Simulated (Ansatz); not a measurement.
Data:

MoPO$_{5}$:
```xyz
14
Lattice="6.2001 0.0000 0.0000 0.0000 6.2001 0.0000 0.0000 0.0000 4.2815" Properties=species:S:1:pos:R:3 pbc="T T T"
Mo     0.0000     3.1000     3.4440
Mo     3.1000     0.0000     0.8375
P      3.1000     3.1000     2.1407
P      0.0000     0.0000     2.1407
O      4.2978     3.4541     3.0270
O      5.8461     1.1978     3.0270
O      1.9023     2.7460     3.0270
O      0.3540     5.0023     3.0270
O      5.0023     5.8461     1.2545
O      3.4541     1.9023     1.2545
O      1.1978     0.3540     1.2545
O      2.7460     4.2978     1.2545
O      3.1000     0.0000     3.4423
O      0.0000     3.1000     0.8391
```
The run is spin-polarised; directions of the spins, atom by atom: ↑ ↑ 0 0 0 0 0 0 0 0 0 0 0 0.

This is the r²SCAN-relaxed structure. x, y and z are the axes in which the lattice vectors are written.

Question: All from plane-wave PAW r²SCAN (Ansatz code), unless another level is named. Give the smallest direct gap on the standard path.

Answer: 1.47 eV.

Question: Next, the formation energy from the elements (no fitted shifts)?

Answer: -2.20 eV/atom.

Question: Predict the band gap.

Answer: 1.26 eV (indirect).

Question: Predict the valence-band maximum.

Answer: off the standard path, at k = (-0.104, -0.062, -0.500) in fractions of the reciprocal vectors.

Space group P4/n. The workflow started from a Materials Project entry (that database holds measured and hypothetical structures alike); the Crystallography Open Database copy checked does not list it. Whether it is the stable phase at ambient conditions was not checked. The cell was relaxed with r²SCAN under the symmetry of its start; its stability against distortions is not shown here. Spin order of the final state: ferromagnetic, chosen from 2 collinear starts compared on coarse meshes (ties went to the first, and starts can fall back to one state), not a proven ground state. Other orbital occupations within this spin state were not tried. No Hubbard U is applied. The references are the lowest solids computed at this level, not always the standard phases (solids in place of the gases). Spin–orbit coupling is left out wherever it is not named.

Potentials: the later of the program's two PAW sets.
